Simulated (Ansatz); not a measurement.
## CsSnI₃: Quadrupolar parameters

The cell is a computed structure from the Materials Project (it need not be an observed phase), taken as it stands.

```cif
data_CsSnI3
_symmetry_space_group_name_H-M 'Pnma'
_symmetry_Int_Tables_number 62
_cell_length_a 10.5977
_cell_length_b 4.7828
_cell_length_c 17.9646
_cell_angle_alpha 90.000
_cell_angle_beta 90.000
_cell_angle_gamma 90.000
loop_
_atom_site_label
_atom_site_type_symbol
_atom_site_symmetry_multiplicity
_atom_site_Wyckoff_symbol
_atom_site_fract_x
_atom_site_fract_y
_atom_site_fract_z
Cs Cs 4 c 0.5841 0.2500 0.1699
Sn Sn 4 c 0.8414 0.2500 0.9381
I9 I 4 c 0.5269 0.7500 0.6156
I13 I 4 c 0.7940 0.7500 0.2914
I17 I 4 c 0.6661 0.7500 0.9986
```

One atom of each set is listed.

Method: Kohn–Sham DFT in Ansatz, r2SCAN, plane waves and PAW, scalar-relativistic, 500 eV cutoff, Γ-centred 3×6×2 k-points, Fermi–Dirac smearing 0.02 eV.

C_Q = eQV_zz/h, which is 24.18 MHz for Q = 1 b and V_zz = 10²¹ V/m²; η = (V_xx − V_yy)/V_zz. ν_Q = 3|C_Q|/[2I(2I − 1)].

¹³³Cs: I = 7/2, Q = -3.430 mb; 127I: I = 5/2, Q = -688.2 mb. Nuclear quadrupole moments: year-2017 set (Pyykkö).

```json
{"site": "Cs", "atoms": "4", "first shell": "9 I at 3.93–4.24 Å", "C_Q (MHz)": "-0.300", "η": "0.67", "ν_Q (MHz)": "0.021"}
{"site": "I9", "atoms": "4", "first shell": "3 Sn at 3.24–3.48 Å", "C_Q (MHz)": "147", "η": "0.57", "ν_Q (MHz)": "22.0"}
{"site": "I13", "atoms": "4", "first shell": "1 Sn at 3.00 Å", "C_Q (MHz)": "-494", "η": "0.33", "ν_Q (MHz)": "74.1"}
{"site": "I17", "atoms": "4", "first shell": "2 Sn at 3.22 Å, angle 96°", "C_Q (MHz)": "353", "η": "0.42", "ν_Q (MHz)": "52.9"}
```

At I13 V_zz points along its bond to Sn (within 1°). At I17 V_zz stands upright on the plane of its two bonds (within 7°).

Sn has no stable isotope with a ground-state quadrupole moment in the table, so these sites are left out.

Without spin–orbit coupling the gradients at and beside I can be off by some per cent, at some sites by more. With these PAW files V_zz is typically within 2 to 3 % of all-electron values, but misses above 10 % occur on I.

The run took 7.1 min of wall time (13 min of CPU time) and 4.7 GiB at its peak, on 2 threads of Intel Xeon Processor @ 2.50GHz (Skylake/Cascade Lake) (x86_64; 62 cores open to the job, memory cap 5.0 GiB, no GPU), a shared host with a load of 0.9 a core.
